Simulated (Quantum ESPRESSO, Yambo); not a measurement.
SrGaSnH (space group P3m1, No. 156) under isotropic strain (on all lattice vectors), counted from the cell relaxed with PBEsol, atoms relaxed at each step. PBEsol (Quantum ESPRESSO, PseudoDojo norm-conserving, 80 Ry, scalar-relativistic); G0W0 in Yambo (3×3×2 Γ-centred k mesh, 168 bands and a 8 Ry block in the screening, 168 bands in G with the Bruneval-Gonze terminator, plasmon pole fitted at 27.2 eV).

```csv
strain s (%),PBEsol direct gap at A (eV),G0W0 direct gap at A (eV)
-3,?,?
-1.5,0.826,1.401
-0.7,0.695,1.252
0,0.584,1.125
+1,0.427,0.946
+2,0.279,0.779
```

Question: Fit a parabola in s to each column by least squares and predict the withheld row.

Answer: PBEsol: E = 0.583 − 0.1579 s + 0.0028 s² (largest residual 1 meV), giving 1.082 eV at s = -3; the run gave 1.080 eV, a miss of 2 meV. G0W0: E = 1.124 − 0.1798 s + 0.0035 s² (largest residual 2 meV), giving 1.695 eV at s = -3; the run gave 1.686 eV, a miss of 9 meV. The withheld row lies outside the fitted range, so this is an extrapolation. The GW settings are held fixed; their convergence isn't established. The screening block changes size along the series (225 vectors at -3 %, 225 vectors at -1.5 %, 237 vectors at -0.7 %, 237 vectors at +0 %, 237 vectors at +1 %, 237 vectors at +2 %), which puts steps into the G0W0 values. Spin-orbit splittings are left out.

The standard potentials for Ga, Sn keep a d shell in the valence without the s and p states of that shell. In tests on such compounds this moved G0W0 gaps by up to about 0.9 eV, so absolute quasiparticle energies here are unreliable; differences between settings are what counts.
